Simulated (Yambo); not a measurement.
```
Cs2NaYF6
1.0
    0.00000     4.60070     4.60070
    4.60070     0.00000     4.60070
    4.60070     4.60070     0.00000
F Na Y Cs
6 1 1 2
Cartesian
  4.60070   4.60070   6.99970
  4.60070   4.60070   2.20171
  6.99970   4.60070   4.60070
  2.20171   4.60070   4.60070
  4.60070   6.99970   4.60070
  4.60070   2.20171   4.60070
  4.60070   4.60070   4.60070
  0.00000   0.00000   0.00000
  2.30035   2.30035   2.30035
  6.90106   6.90106   6.90106
```

Response from Yambo on PBEsol (Quantum ESPRESSO, PseudoDojo norm-conserving, 88 Ry, scalar-relativistic) bands: 4×4×4 mesh, 154 bands, 3 Ry local-field block, 0.2 eV broadening.

Problem. Give the static electronic dielectric constant without and with local fields.

Solution. 
```
field along  ε(0), independent particles  ε(0), RPA with local fields  refractive index √ε
-----------  ---------------------------  ---------------------------  -------------------
x                                   2.43                         2.18                 1.48
```
Electronic (clamped-ion) response only. PBEsol gaps are usually too small, which raises these values. Convergence of the RPA response with its 4×4×4 mesh was not tested.

Geometry of the Materials Project entry, not relaxed at this level.
